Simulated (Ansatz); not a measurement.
# Re: energy along a strain

Re, Fm-3m, a = 3.950 Å (as given, not relaxed at this level: -15.4 GPa). This isn't the element's structure at ambient conditions. Ansatz: r2SCAN, PAW, 500 eV, Γ-centred 20×20×20 mesh on 1 atom, Gaussian smearing 0.15 eV; no spin polarisation. Cell vectors (Å): 0.000 1.975 1.975; 1.975 0.000 1.975; 1.975 1.975 0.000. The cell is strained by x per cent times the pattern (1 -1 0 0 0 0) in the order xx yy zz yz xz xy (engineering shears), with fractional coordinates held. y is the free energy over the start, V0 = 15.407 Å³/atom. Symmetry makes y even in x.

```
x (%) y (meV/atom)
-6.00             ?
-3.00         21.52
 0.00          0.00
 0.75          1.37
 1.50          5.44
 2.25         12.16
 3.75         33.49
 4.50         47.90
 5.25         64.33
```

Question: Fit y = c2 x² + c4 x⁴ to the other rows, get the stiffness along the pattern, and predict the missing energy.

Answer: Least squares on the rows shown. y = 2.4284 x² − 0.0033623 x⁴. The clamped-ion stiffness p·C·p = 2 × 24.28 eV × 160.2 / 15.407 Å³ = 505 GPa (second derivative at the start, which stands under stress). At x = -6.00 the fit asked for gives 83.06 meV/atom. The run gave 82.20 meV/atom, so the fit is 0.86 meV/atom too high, 1 % of the span of the series, against an rms of 0.05 meV/atom on the fitted rows. The row lies outside the fitted range. With a term in x⁶ added, a fit to the same known rows predicts 82.40 meV/atom, so most of the miss is curvature that the known rows already hold.

Spin–orbit coupling is left out, which can shift energies with elements as heavy as these.